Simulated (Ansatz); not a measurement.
## Zr2Si: from a starting cell to a relaxed one

The start is a generated cell, Zr2Si placed in the AFLOW prototype A2B_oC12_36_2a_a (C24, as in HgBr2). A full variable-cell relaxation at zero pressure is run with r2SCAN (plane waves to 500 eV, PAW, scalar-relativistic; Ansatz, a first-principles code). The first steps use a coarse 7×7×3 k-mesh.

Starting cell:
```yaml
crystal:
  lattice:
    - [1.96940, -2.89149, 0.00000]
    - [1.96940, 2.89149, 0.00000]
    - [0.00000, 0.00000, 10.60085]
  atoms:
    - { symbol: Zr, position: [0.66700, 0.33300, 0.50000] }
    - { symbol: Zr, position: [0.33300, 0.66700, 0.00000] }
    - { symbol: Zr, position: [0.93900, 0.06100, 0.63400] }
    - { symbol: Zr, position: [0.06100, 0.93900, 0.13400] }
    - { symbol: Si, position: [0.60500, 0.39500, 0.86600] }
    - { symbol: Si, position: [0.39500, 0.60500, 0.36600] }
```

```yaml
outcome: The space group goes from Cmc2₁ (No. 36) to P6₃mc (No. 186), with 6 atoms in the primitive cell
energy_released: about 2.0 eV/atom
volume_change: +8.4 %, from 20.12 to 21.81 Å³/atom
Shortest distances (start → end): "The closest pairs of elements (up to four, under 3.6 Å), start → end: Si–Zr 2.12 → 2.63 Å; Zr–Zr 2.12 → 3.24 Å; Si–Si 3.50 → 3.70 Å"
optimiser_moves: 18
```

Final values are on a 14×14×5 k-mesh of the relaxed cell. The start holds a very short contact (Zr–Si 2.12 Å). No spin polarisation in the result.

The run could not lose the symmetry of its start, so the end can be a saddle point.

The relaxed structure here is a generated cell of Zr2Si: the first start was made by placing the elements on the sites of a structure type, and the end was not matched to a known phase here, so it may be hypothetical.
